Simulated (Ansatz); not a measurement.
Ansatz input

```yaml
crystal:
  lattice:
    - [-3.0823614459, 3.1085076102, 1.3346469535]
    - [3.1085076102, -3.0823614459, 1.3346469535]
    - [1.8089912245, 1.8089912245, -1.2867602058]
  atoms:
    - { symbol: Pd, position: [0.000743421, 0.999256579, 1.0], spin: 0.5 }
    - { symbol: Pd, position: [0.749256579, 0.250743421, 0.5], spin: -0.5 }
hamiltonian:
  xc: r2scan
  pseudopotentials:
    kind: paw
    azcp:
      Pd: "pseudopotentials/Pd.paw.azcp"
basis:
  ecutwfc: 500
  fft_grid_basis: typed
kpoints:
  mp_grid: { grid: [22, 22, 20], shift: [0, 0, 0] }
magnetization:
  spin_polarized: true
scf:
  occupations: { method: fermi_dirac, width: 0.05 }
```

and its output:

```
Engine: ansatz 0.2.0, x86_64-unknown-linux-gnu
Pseudopotentials: kind: paw
Pseudopotential: Pd, paw, valence charge 18, recommended cutoff 500 eV (meta_gga) 
Functional definition: r2SCAN
  parameter k0 = 0.174
  parameter k1 = 0.065
  parameter a1 = 4.9479
  exchange = r2scan_x(k0 = k0, k1 = k1, a1 = a1)
  correlation = r2scan_c
Crystal: 2 atoms, lattice volume = 30.102 Å³
Basis set: ecut = 500 eV, 775 PW (Γ), exchange–correlation on 144×144×96 points (64 copies of the dense FFT grid, shifted against one another)
Bands: 23, of which v1, the nominal top of the filled ones, is band 18 counted from 1 (17 counted from 0)
Symmetry: 2 space group operations
Space group: C2 (ITA 5), of the structure as read, at distance tolerance 3.1e-5 Å
Magnetic group: BNS 15.88 (UNI 95), of the structure as read, at distance tolerance 3.1e-5 Å
k-points: 2543 of 9680 (time reversal used)
Non-local potential: Pd, projectors of the file, l = 0: 2, l = 1: 2, l = 2: 2, l = 3: 1
PAW form: soft (Blöchl's): semilocal exchange-correlation on the pseudo side does not see the compensation charge
PAW frozen core: Pd, regenerated for the run's functional (the file was generated under x = pbe(κ = 0.804, μ = 0.2195149727645171), c = pbe(β = 0.06672455060314922))
PAW one-centre angular grid: Pd, 590 points (default); XC on 160 Gauss nodes
Initial density: superposition of atomic densities (chi_scale 0.1, normalization cell)
Starting moments: Σ|m| = 1 μB on 2 of 2 sites
Starting magnetic order: antiferromagnet; an inversion exchanges its spin sublattices: spin-degenerate at every k-point
Initial wavefunctions: pseudopotential atomic-orbital guess
Functional: x = r2scan, c = r2scan; τ floored in thin density (d = 2e-4 eV/Å³)
SCF iter   1: F=—  HF=-13972.333424 eV  |F-HF|=—  |Δ(HF+E_count)|=         —  Δρ=6.71e-2 (↑6.71e-2 ↓6.71e-2)  dr2=4.88e0  dr2_τ=2.66e-2  dr2_m=1.31e-1  M=0.000 μB ∫|m|=0.394 μB  β_m=0.30  ethr=3.10e-3  ⟨swp⟩=5.2  Hψ=472774  notcnv=0
spin=Collinear: Kerker preconditioning applied to the charge; magnetization (m = ρ↑ − ρ↓) channel mixes plain (no charge-response kernel on spin).
SCF iter   2: F=—  HF=-13971.455695 eV  |F-HF|=—  |Δ(HF+E_count)|=   8.78e-1  Δρ=4.07e-2 (↑4.07e-2 ↓4.07e-2)  dr2=1.66e0  dr2_τ=2.06e-2  dr2_m=8.47e-2  M=0.000 μB ∫|m|=0.331 μB  β_m=0.30  ethr=3.10e-3  ⟨swp⟩=2.9  Hψ=237295  notcnv=0  defer=1850  κ⁻¹=1.0e0(r=1)
SCF iter   3: F=—  HF=-13971.146561 eV  |F-HF|=—  |Δ(HF+E_count)|=   3.09e-1  Δρ=1.84e-2 (↑1.84e-2 ↓1.84e-2)  dr2=8.01e-2  dr2_τ=9.53e-3  dr2_m=5.56e-2  M=0.000 μB ∫|m|=0.275 μB  β_m=0.30  ethr=3.10e-3  ⟨swp⟩=2.1  Hψ=189458  notcnv=0  defer=1850  κ⁻¹=1.4e-3(r=2)
SCF iter   4: F=—  HF=-13971.230871 eV  |F-HF|=—  |Δ(HF+E_count)|=   8.43e-2  Δρ=1.23e-2 (↑1.23e-2 ↓1.23e-2)  dr2=1.74e-2  dr2_τ=9.90e-4  dr2_m=3.57e-2  M=-0.000 μB ∫|m|=0.236 μB  β_m=0.30  ethr=2.22e-4  ⟨swp⟩=3.0  Hψ=260960  notcnv=0  defer=2150  κ⁻¹=1.9e-5(r=3)
SCF iter   5: F=—  HF=-13971.237775 eV  |F-HF|=—  |Δ(HF+E_count)|=   6.90e-3  Δρ=9.65e-3 (↑9.65e-3 ↓9.65e-3)  dr2=9.04e-3  dr2_τ=6.35e-4  dr2_m=2.32e-2  M=0.000 μB ∫|m|=0.204 μB  β_m=0.30  ethr=4.82e-5  ⟨swp⟩=2.0  Hψ=218543  notcnv=0  defer=2150  κ⁻¹=9.4e-6(r=4)
SCF iter   6: F=—  HF=-13971.241365 eV  |F-HF|=—  |Δ(HF+E_count)|=   3.59e-3  Δρ=7.49e-3 (↑7.49e-3 ↓7.49e-3)  dr2=1.61e-4  dr2_τ=3.01e-4  dr2_m=1.54e-2  M=0.000 μB ∫|m|=0.176 μB  β_m=0.30  ethr=2.51e-5  ⟨swp⟩=2.0  Hψ=213384  notcnv=0  defer=2150  κ⁻¹=1.5e-6(r=5)
SCF iter   7: F=—  HF=-13971.244571 eV  |F-HF|=—  |Δ(HF+E_count)|=   3.21e-3  Δρ=6.21e-3 (↑6.21e-3 ↓6.21e-3)  dr2=9.76e-4  dr2_τ=1.79e-4  dr2_m=1.04e-2  M=0.000 μB ∫|m|=0.152 μB  β_m=0.30  ethr=4.48e-7  ⟨swp⟩=2.0  Hψ=212942  notcnv=0  defer=2150  κ⁻¹=7.5e-7(r=6)
SCF iter   8: F=—  HF=-13971.246270 eV  |F-HF|=—  |Δ(HF+E_count)|=   1.70e-3  Δρ=5.07e-3 (↑5.07e-3 ↓5.07e-3)  dr2=4.70e-5  dr2_τ=1.16e-4  dr2_m=7.08e-3  M=0.000 μB ∫|m|=0.132 μB  β_m=0.30  ethr=4.48e-7  ⟨swp⟩=2.0  Hψ=195658  notcnv=0  defer=2150
Mixer restart at iter 8: flushing history
spin-set hold released at iteration 8 (site moments contracting): the magnetisation degrees of freedom join the quasi-Newton model from the next iteration; the mixer history was flushed
SCF iter   9: F=—  HF=-13971.247591 eV  |F-HF|=—  |Δ(HF+E_count)|=   1.32e-3  Δρ=4.21e-3 (↑4.21e-3 ↓4.21e-3)  dr2=1.82e-5  dr2_τ=7.79e-5  dr2_m=4.89e-3  M=0.000 μB ∫|m|=0.114 μB  β_m=0.30  ethr=1.30e-7  ⟨swp⟩=2.0  Hψ=167680  notcnv=0  defer=2150  κ⁻¹=1.0e0(r=1)
```

The calculation hadn't finished when its time ran out.
